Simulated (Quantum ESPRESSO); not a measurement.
Al3ZnO5F, finding a planted mistake in a log

Simulated, not a measurement. The program is pw.x of Quantum ESPRESSO 7.5 (plane-wave density functional theory). The cell is made up: 10 atoms on a corundum lattice, with randomly drawn elements, strain and displacements, not relaxed. PseudoDojo standard norm-conserving files (v0.5 for PBE, v0.4.1 for LDA and PBEsol) set the functional; there is no spin polarisation, spin-orbit coupling or dispersion term, and the masses in the input are unused placeholders.

Intended input:

```
&control calculation='scf', pseudo_dir='./dojo.nc.sr.pbe.v0_5.standard.upf', outdir='./o', disk_io='medium', tprnfor=.true., tstress=.true. /
&system ibrav=0, nat=10, ntyp=4, nbnd=39, ecutwfc=84.00895049, nosym=.true., tot_charge=0,
 occupations='smearing', smearing='fd', degauss=0.0018374661
/
&electrons conv_thr=7.350e-09, electron_maxstep=60, /
ATOMIC_SPECIES
Al 1.0 Al.upf
F 1.0 F.upf
O 1.0 O.upf
Zn 1.0 Zn.upf
CELL_PARAMETERS angstrom
2.373 1.3253 4.3035
-2.4277 1.3715 4.3189
0.0126 -2.7726 4.3353
ATOMIC_POSITIONS angstrom
Al -0.0216 0.0341 4.5801
Zn 0.0383 -0.0604 1.9011
Al -0.0284 -0.0537 8.3981
Al -0.0523 -0.0118 11.0798
O -1.0082 1.338 7.5726
O -0.729 -1.5337 7.5867
O 1.6601 0.0204 7.5708
O 0.9019 -1.4139 5.3731
O 0.6983 1.4355 5.3989
F -1.7204 -0.1446 5.3948
K_POINTS automatic
6 6 6 1 1 1
```

The log is shortened where brackets say so; the opening notice, blank lines, dates and the lines on written files are dropped, and the path of the files is cut. It prints rydbergs, bohrs and kilobars, and counts compression as positive stress. Where no state is partly filled, the Fermi energy that it prints is only some level between the filled and the empty states on the mesh, and need not lie in the true gap.

Log of the intended run:

```
     Program PWSCF v.7.5
     Parallel version (MPI & OpenMP), running on       1 processor cores
     Number of MPI processes:                 1
     Threads/MPI process:                     1
     [start-up lines left out]
     bravais-lattice index     =            0
     lattice parameter (alat)  =       9.6186  a.u.
     unit-cell volume          =     576.5678 (a.u.)^3
     number of atoms/cell      =           10
     number of atomic types    =            4
     number of electrons       =        66.00
     number of Kohn-Sham states=           39
     kinetic-energy cutoff     =      84.0090  Ry
     charge density cutoff     =     336.0358  Ry
     scf convergence threshold =      7.3E-09
     mixing beta               =       0.7000
     number of iterations used =            8  plain     mixing
     Exchange-correlation= PBE
                           (   1   4   3   4   0   0   0)
     [axes and pseudopotential details left out]
   Cartesian axes
     site n.     atom                  positions (alat units)
         1        Al     tau(   1) = (  -0.0042437   0.0066995   0.8998308  )
         2        Zn     tau(   2) = (   0.0075246  -0.0118665   0.3735002  )
         3        Al     tau(   3) = (  -0.0055796  -0.0105502   1.6499354  )
         4        Al     tau(   4) = (  -0.0102751  -0.0023183   2.1767964  )
         5        O      tau(   5) = (  -0.1980763   0.2628706   1.4877533  )
         6        O      tau(   6) = (  -0.1432232  -0.3013189   1.4905234  )
         7        O      tau(   7) = (   0.3261521   0.0040079   1.4873996  )
         8        O      tau(   8) = (   0.1771921  -0.2777823   1.0556278  )
         9        O      tau(   9) = (   0.1371917   0.2820260   1.0606966  )
        10        F      tau(  10) = (  -0.3379989  -0.0284089   1.0598911  )
     number of k points=   108  Fermi-Dirac smearing, width (Ry)=  0.0018
     Number of k-points >= 100: set verbosity='high' to print them.
     Dense  grid:    59957 G-vectors     FFT dimensions: (  60,  60,  60)
     Estimated max dynamical RAM per process >      90.97 MB
     Initial potential from superposition of free atoms
     starting charge      65.9925, renormalised to      66.0000
     Starting wfcs are   46 randomized atomic wfcs
     total cpu time spent up to now is       15.8 secs
     per-process dynamical memory:    60.0 Mb
     Self-consistent Calculation
     iteration #  1     ecut=    84.01 Ry     beta= 0.70
     Davidson diagonalization with overlap
     ethr =  1.00E-02,  avg # of iterations =  3.4
     total cpu time spent up to now is       67.8 secs
     total energy              =    -646.60670246 Ry
     estimated scf accuracy    <       2.07041387 Ry
     iteration #  2     ecut=    84.01 Ry     beta= 0.70
     Davidson diagonalization with overlap
     ethr =  3.14E-03,  avg # of iterations =  2.3
     total cpu time spent up to now is      122.3 secs
     total energy              =    -647.21226975 Ry
     estimated scf accuracy    <       1.43057442 Ry
     [iterations 3 to 9 left out]
     iteration # 10     ecut=    84.01 Ry     beta= 0.70
     Davidson diagonalization with overlap
     ethr =  2.00E-10,  avg # of iterations =  2.0
     total cpu time spent up to now is      518.5 secs
     total energy              =    -647.48057464 Ry
     estimated scf accuracy    <       0.00000001 Ry
     iteration # 11     ecut=    84.01 Ry     beta= 0.70
     Davidson diagonalization with overlap
     ethr =  1.80E-11,  avg # of iterations =  2.0
     total cpu time spent up to now is      568.5 secs
     End of self-consistent calculation
     Number of k-points >= 100: set verbosity='high' to print the bands.
     the Fermi energy is    12.7351 ev
!    total energy              =    -647.48057463 Ry
     estimated scf accuracy    <          3.3E-09 Ry
     smearing contrib. (-TS)   =       0.00000000 Ry
     internal energy E=F+TS    =    -647.48057463 Ry
     The total energy is F=E-TS. E is the sum of the following terms:
     one-electron contribution =    -427.21136621 Ry
     hartree contribution      =     255.49851194 Ry
     xc contribution           =    -105.95800736 Ry
     ewald contribution        =    -369.80971300 Ry
     convergence has been achieved in  11 iterations
     Forces acting on atoms (cartesian axes, Ry/au):
     atom    1 type  1   force =     0.08717468   -0.04329844   -0.07930281
     atom    2 type  4   force =    -0.07354507    0.11546928    0.02156034
     atom    3 type  1   force =    -0.04808063   -0.05248748   -0.06028413
     atom    4 type  1   force =    -0.02480107   -0.12279260    0.04690164
     atom    5 type  3   force =     0.11696618   -0.00631279    0.05924184
     atom    6 type  3   force =    -0.06815006    0.05428917    0.03857060
     atom    7 type  3   force =    -0.06227357   -0.00434474    0.07691405
     atom    8 type  3   force =     0.07842797    0.10096309   -0.02511545
     atom    9 type  3   force =    -0.09448460    0.05782517   -0.01362582
     atom   10 type  2   force =     0.08876617   -0.09931068   -0.06486026
     Total force =     0.386092     Total SCF correction =     0.000091
     Computing stress (Cartesian axis) and pressure
          total   stress  (Ry/bohr**3)                   (kbar)     P=      233.20
   0.00119768   0.00039145  -0.00018010          176.18       57.59      -26.49
   0.00039145   0.00192158   0.00041049           57.59      282.67       60.39
  -0.00018010   0.00041049   0.00163658          -26.49       60.39      240.75
     init_run     :     12.47s CPU     15.77s WALL (       1 calls)
     electrons    :    533.64s CPU    552.65s WALL (       1 calls)
     forces       :     10.64s CPU     10.74s WALL (       1 calls)
     stress       :     26.12s CPU     26.21s WALL (       1 calls)
     [timing details left out]
     PWSCF        :   9m43.03s CPU  10m 6.71s WALL
     JOB DONE.
```

A second run was made from an input with one planted mistake. Its log:

```
     Program PWSCF v.7.5
     Parallel version (MPI & OpenMP), running on       1 processor cores
     Number of MPI processes:                 1
     Threads/MPI process:                     1
     [start-up lines left out]
     bravais-lattice index     =            0
     lattice parameter (alat)  =       9.6186  a.u.
     unit-cell volume          =     576.5678 (a.u.)^3
     number of atoms/cell      =           10
     number of atomic types    =            4
     number of electrons       =        66.00
     number of Kohn-Sham states=           39
     kinetic-energy cutoff     =      84.0090  Ry
     charge density cutoff     =     336.0358  Ry
     scf convergence threshold =      7.3E-09
     mixing beta               =       0.7000
     number of iterations used =            8  plain     mixing
     Exchange-correlation= PBE
                           (   1   4   3   4   0   0   0)
     [axes and pseudopotential details left out]
   Cartesian axes
     site n.     atom                  positions (alat units)
         1        Zn     tau(   1) = (  -0.0042437   0.0066995   0.8998308  )
         2        Al     tau(   2) = (   0.0075246  -0.0118665   0.3735002  )
         3        Al     tau(   3) = (  -0.0055796  -0.0105502   1.6499354  )
         4        Al     tau(   4) = (  -0.0102751  -0.0023183   2.1767964  )
         5        O      tau(   5) = (  -0.1980763   0.2628706   1.4877533  )
         6        O      tau(   6) = (  -0.1432232  -0.3013189   1.4905234  )
         7        O      tau(   7) = (   0.3261521   0.0040079   1.4873996  )
         8        O      tau(   8) = (   0.1771921  -0.2777823   1.0556278  )
         9        O      tau(   9) = (   0.1371917   0.2820260   1.0606966  )
        10        F      tau(  10) = (  -0.3379989  -0.0284089   1.0598911  )
     number of k points=   108  Fermi-Dirac smearing, width (Ry)=  0.0018
     Number of k-points >= 100: set verbosity='high' to print them.
     Dense  grid:    59957 G-vectors     FFT dimensions: (  60,  60,  60)
     Estimated max dynamical RAM per process >      90.97 MB
     Initial potential from superposition of free atoms
     starting charge      65.9925, renormalised to      66.0000
     Starting wfcs are   46 randomized atomic wfcs
     total cpu time spent up to now is       19.5 secs
     per-process dynamical memory:    60.0 Mb
     Self-consistent Calculation
     iteration #  1     ecut=    84.01 Ry     beta= 0.70
     Davidson diagonalization with overlap
     ethr =  1.00E-02,  avg # of iterations =  3.5
     total cpu time spent up to now is       68.9 secs
     total energy              =    -646.59630226 Ry
     estimated scf accuracy    <       2.05074237 Ry
     iteration #  2     ecut=    84.01 Ry     beta= 0.70
     Davidson diagonalization with overlap
     ethr =  3.11E-03,  avg # of iterations =  2.3
     total cpu time spent up to now is      127.8 secs
     total energy              =    -647.19602402 Ry
     estimated scf accuracy    <       1.43000431 Ry
     [iterations 3 to 9 left out]
     iteration # 10     ecut=    84.01 Ry     beta= 0.70
     Davidson diagonalization with overlap
     ethr =  6.63E-11,  avg # of iterations =  3.0
     total cpu time spent up to now is      610.3 secs
     total energy              =    -647.46348888 Ry
     estimated scf accuracy    <       0.00000001 Ry
     iteration # 11     ecut=    84.01 Ry     beta= 0.70
     Davidson diagonalization with overlap
     ethr =  1.76E-11,  avg # of iterations =  2.0
     total cpu time spent up to now is      664.8 secs
     End of self-consistent calculation
     Number of k-points >= 100: set verbosity='high' to print the bands.
     the Fermi energy is    12.6720 ev
!    total energy              =    -647.46348888 Ry
     estimated scf accuracy    <          4.1E-09 Ry
     smearing contrib. (-TS)   =       0.00000000 Ry
     internal energy E=F+TS    =    -647.46348888 Ry
     The total energy is F=E-TS. E is the sum of the following terms:
     one-electron contribution =    -429.90574489 Ry
     hartree contribution      =     256.91470687 Ry
     xc contribution           =    -105.95026760 Ry
     ewald contribution        =    -368.52218326 Ry
     convergence has been achieved in  11 iterations
     Forces acting on atoms (cartesian axes, Ry/au):
     atom    1 type  4   force =     0.04737028   -0.05939969   -0.01314965
     atom    2 type  1   force =    -0.07190079    0.12980405    0.07381591
     atom    3 type  1   force =    -0.04199566   -0.06053496   -0.06102111
     atom    4 type  1   force =    -0.01532148   -0.13258816    0.04781246
     atom    5 type  3   force =     0.11374957   -0.01248279   -0.08099401
     atom    6 type  3   force =    -0.07430669    0.06726419   -0.09138756
     atom    7 type  3   force =    -0.04581978   -0.01343563   -0.05821058
     atom    8 type  3   force =     0.08479737   -0.08793942    0.06063675
     atom    9 type  3   force =     0.07538312    0.16091219    0.08255151
     atom   10 type  2   force =    -0.07195594    0.00840022    0.03994628
     Total force =     0.412578     Total SCF correction =     0.000089
     Computing stress (Cartesian axis) and pressure
          total   stress  (Ry/bohr**3)                   (kbar)     P=      237.08
   0.00115823   0.00042714  -0.00015081          170.38       62.83      -22.19
   0.00042714   0.00206816   0.00046141           62.83      304.24       67.88
  -0.00015081   0.00046141   0.00160843          -22.19       67.88      236.61
     init_run     :     16.94s CPU     19.39s WALL (       1 calls)
     electrons    :    608.79s CPU    645.35s WALL (       1 calls)
     forces       :      7.71s CPU      7.81s WALL (       1 calls)
     stress       :     27.08s CPU     27.18s WALL (       1 calls)
     [timing details left out]
     PWSCF        :  11m 0.68s CPU  11m40.24s WALL
     JOB DONE.
```

Question: what was wrong in the second input?

Answer: two atoms have their elements exchanged. The input lines that differ, file-writing options aside:

```
- Al -0.0216 0.0341 4.5801
+ Zn -0.0216 0.0341 4.5801
- Zn 0.0383 -0.0604 1.9011
+ Al 0.0383 -0.0604 1.9011
```

```
                                            intended run  run with the mistake
                          free energy (eV)     -8809.422             -8809.190
                    smearing term -TS (eV)        0.0000                0.0000
                            pressure (GPa)         23.32                 23.71
            largest force component (eV/Å)         3.157                 4.137
largest change of a force component (eV/Å)                               4.857
                                iterations            11                    11
```

For scale, a rerun of the intended cell at a cutoff of 1437 eV and k mesh 8 x 8 x 8 moved values by no more than 0.003 eV in energy, 0.03 GPa in stress and 0.002 eV/Å in force.